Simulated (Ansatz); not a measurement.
ReB2:
```xyz
6
Lattice="2.8898 0.0000 0.0000 -1.4449 2.5027 0.0000 0.0000 0.0000 7.4557" Properties=species:S:1:pos:R:3 pbc="T T T"
Re     1.4449     0.8342     5.5917
Re     0.0000     1.6684     1.8639
B      1.4449     0.8342     3.3689
B      0.0000     1.6684     4.0867
B      0.0000     1.6684     7.0968
B      1.4449     0.8342     0.3589
```

Relaxed with PBEsol. Special points in fractions of this cell's reciprocal vectors: Γ (0.000, 0.000, 0.000); M (0.500, 0.000, 0.000); K (0.333, 0.333, 0.000); A (0.000, 0.000, 0.500); L (0.500, 0.000, 0.500); H (0.333, 0.333, 0.500).

**Question.** List the band energies nearest the Fermi level at these points for the program Ansatz at the PBEsol level (PAW).

**Answer.** In eV from the Fermi level; about four levels below and three above (degenerate sets whole), none deeper than 8.9 eV; points with the same levels are listed once.

```tsv
k	below	above
Γ	-2.34 -2.34 -2.10 -2.10	0.24 0.24 2.45 2.45
M	-2.77 -1.95 -1.78 -0.99	2.70 2.89 3.90
K	-2.96 -2.96 -2.44 -0.83	2.02 2.02 3.86
A	-0.98 -0.98 -0.98 -0.98	3.85 3.85 3.85 3.85
L	-3.69 -3.69 -1.35 -1.35	1.91 1.91 3.07 3.07
H	-4.06 -4.06 -2.67 -2.67	0.81 0.81 2.45 2.45
```

Space group P6_3/mmc. The first step of the workflow began from a Materials Project structure, measured or hypothetical; the Crystallography Open Database files this formula in space group No. 194, but the cells were not matched. Its standing as an ambient phase is unchecked. Symmetry was held in the PBEsol relaxation; of distortions, only those at the zone centre were tested. No spin polarisation was allowed. Spin–orbit coupling is left out wherever it is not named.

Potentials: the later of the program's two PAW sets.
